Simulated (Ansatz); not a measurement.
A free-standing Janus 2H monolayer of PtOSe was relaxed with 5 functionals in Ansatz, cell and atoms free, the symmetry of the start kept (meshes: PBE 12×12×1, r2SCAN 6×6×1, PBEsol 6×6×1, LDA 6×6×1, HSE06 6×6×1). The structure was generated, not taken from experiment, and needn't be the ground state; spin polarisation is off.

The LDA result:
```
CELL_PARAMETERS angstrom
3.82678 0.00000 0.00000
-1.91339 3.31409 0.00000
0.00000 0.00000 29.70598
ATOMIC_POSITIONS crystal
Pt 0.33333 0.66667 0.30231
O 0.66667 0.33333 0.33400
Se 0.66667 0.33333 0.27260
```
Periodic in the plane only; c spans the vacuum.

In-plane lattice: a = 3.827 Å, b = 3.827 Å, γ = 120.0°; thickness between the outer nuclei 1.82 Å. Pt is surrounded by 3 Se at 2.38 Å and 3 O at 2.40 Å; O is surrounded by 1 Se at 1.82 Å and 3 Pt at 2.40 Å; Se is surrounded by 1 O at 1.82 Å and 3 Pt at 2.38 Å.

Question: What lattice does PBE give?

Answer: a = 3.962 Å; the area differs by +7.2 % from LDA's. Around Pt lie 3 Se at 2.43 Å and 3 O at 2.49 Å; around O lie 1 Se at 1.82 Å and 3 Pt at 2.49 Å; around Se lie 1 O at 1.82 Å and 3 Pt at 2.43 Å.

Question: How does the cell change with HSE06?

Answer: a = 3.904 Å; the area differs by +4.1 % from LDA's. Pt is surrounded by 3 Se at 2.41 Å and 3 O at 2.44 Å; O is surrounded by 1 Se at 1.78 Å and 3 Pt at 2.44 Å; Se is surrounded by 1 O at 1.78 Å and 3 Pt at 2.41 Å.

Question: Held at the r2SCAN cell, what mean stress do LDA and PBE find, and does its sign point to their own minimum?

Answer: Yes. LDA -1.86 N/m, and its relaxed area is -4.1 % from r2SCAN's; PBE +1.42 N/m, and its relaxed area is +2.8 % from r2SCAN's. Compression counts positive, so a positive stress asks for a larger cell.
